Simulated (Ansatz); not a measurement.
Starting cell, MgB$_{2}$ (space group P6/mmm):

```xyz
6
Lattice="3.0743 0.0000 0.0000 -1.5371 2.6624 0.0000 0.0000 0.0000 7.0550" Properties=species:S:1:pos:R:3 pbc="T T T"
Mg     0.0000     0.0000     0.0000
Mg     0.0000     0.0000     3.5275
B      1.5371     0.8875     1.7638
B      1.5371     0.8875     5.2913
B      0.0000     1.7749     1.7638
B      0.0000     1.7749     5.2913
```

A phonon eigenvector at A = (0.0, 0.0, 0.5) is frozen into this cell: atom i moves by Q times the vector below, so Q is the largest atomic displacement, in Å. The cell is held. (q is in reciprocal vectors of the primitive cell; the cell shown is doubled to hold the pattern.)

```csv
atom,x,y,z
B3,0.000,0.000,1.000
B4,0.000,0.000,-1.000
B5,0.000,0.000,1.000
B6,0.000,0.000,-1.000
```

Atoms not listed stay in place.

The numbers are results of PBE (plane waves to 420 eV, PAW, scalar-relativistic; Ansatz, a program for electronic structure), not measurements. k mesh 17×17×7 (Γ-centred), Fermi-Dirac smearing 0.05 eV. Energies are smeared free energies. Compression counts positive. With partly filled bands, energies and forces of such displacements shift with the k mesh and the smearing. MgB2 was relaxed with its symmetry unable to fall. ΔE is measured from the undisplaced structure.

```csv
Q (Å),ΔE (eV/cell),−dE/dQ from forces (eV/Å),P (GPa)
-0.280,(withheld),6.292,5.3
-0.233,(withheld),5.304,3.7
-0.187,0.404,4.285,2.4
-0.140,0.228,3.240,1.4
-0.093,0.102,2.174,0.6
-0.047,0.025,1.092,0.2
0.000,0.000,0.000,0.0
0.047,0.025,-1.092,0.2
0.093,0.102,-2.174,0.6
0.140,0.228,-3.240,1.4
0.187,0.404,-4.285,2.4
0.233,(withheld),-5.304,3.7
0.280,(withheld),-6.292,5.3
```

Fill in the missing entries.


- -0.280, ΔE (eV/cell): 0.898
- -0.233, ΔE (eV/cell): 0.628
- 0.233, ΔE (eV/cell): 0.628
- 0.280, ΔE (eV/cell): 0.898

(A displaced cell: forces are minus the slopes of the energy, force constants its curvatures, and phonons follow from these.)
